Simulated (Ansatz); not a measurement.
# Where the states of CdF$_{2}$ lie

```cif
data_structure
_symmetry_space_group_name_H-M 'Fm-3m'
_symmetry_Int_Tables_number 225
_cell_length_a 5.4814
_cell_length_b 5.4814
_cell_length_c 5.4814
_cell_angle_alpha 90.000
_cell_angle_beta 90.000
_cell_angle_gamma 90.000
_cell_volume 164.70
loop_
_atom_site_label
_atom_site_type_symbol
_atom_site_symmetry_multiplicity
_atom_site_Wyckoff_symbol
_atom_site_fract_x
_atom_site_fract_y
_atom_site_fract_z
_atom_site_occupancy
Cd1 Cd 4 a 0.00000 0.00000 0.00000 1
F1 F 8 c 0.25000 0.75000 0.75000 1
```

The runs use the primitive cell with vectors (0.000, 2.741, 2.741), (2.741, 0.000, 2.741), (2.741, 2.741, 0.000) Å, to which the k mesh refers.

The cell was built from the fluorite type and relaxed in the same program, and has space group Fm-3m; it needn't be a known or the stable phase.

Level of theory: DFT, PBE, all-electron LAPW, scalar-relativistic in Ansatz 0.2.0.

Settings: a Γ-centred 11×11×11 k mesh, Fermi–Dirac smearing of 0.05 eV, basis error target 1 meV/atom, no spin polarisation.

States per eV and cell, averaged over 0.4 eV, from -5.4 to 6.8 eV, with energies (bin centres) from the valence-band top; empty bins are left out. The partial columns, the largest 4 alone, are projections on Löwdin-orthogonalised atomic shells (those that the program's projection atoms carry: the occupied ones and, for some elements, an empty d or f shell; other empty shells have no column), summed over atoms of an element. Weights on diffuse s and p shells depend on that basis and aren't pure angular character.

```csv
E (eV),total,F 2p,Cd 4d,Cd 5s,F 2s
-5.3,3.62,0.72,2.89,0.01,0.00
-4.9,7.58,1.23,6.30,0.03,0.01
-4.5,13.44,0.59,12.77,0.02,0.05
-4.1,0.36,0.01,0.35,0.00,0.00
-3.3,1.08,0.75,0.14,0.18,0.00
-2.9,2.19,1.61,0.19,0.36,0.02
-2.5,2.13,1.78,0.15,0.15,0.02
-2.1,3.60,3.14,0.33,0.05,0.01
-1.7,4.43,4.02,0.28,0.03,0.01
-1.3,3.22,2.93,0.21,0.03,0.01
-0.9,1.93,1.73,0.15,0.02,0.01
-0.5,7.57,6.72,0.80,0.01,0.00
-0.1,3.85,3.48,0.36,0.00,0.00
3.1,0.02,0.00,0.00,0.01,0.00
3.5,0.06,0.00,0.00,0.04,0.01
3.9,0.10,0.01,0.00,0.07,0.01
4.3,0.14,0.02,0.00,0.10,0.02
4.7,0.18,0.03,0.00,0.13,0.02
5.1,0.24,0.04,0.00,0.17,0.02
5.5,0.30,0.06,0.00,0.22,0.02
5.9,0.39,0.07,0.00,0.29,0.02
6.3,0.52,0.10,0.00,0.39,0.02
6.7,0.81,0.16,0.00,0.61,0.02
```

(1) Which of the resolved shells contributes most in the top eV of the valence band?

(2) Where is the centre of the filled Cd 4d states between -12 eV and the top of the filled states?

## Answers

(1) F 2p, with 89 % of all states there; Cd 4d follows with 10 %.

(2) -4.37 eV from the valence-band top.
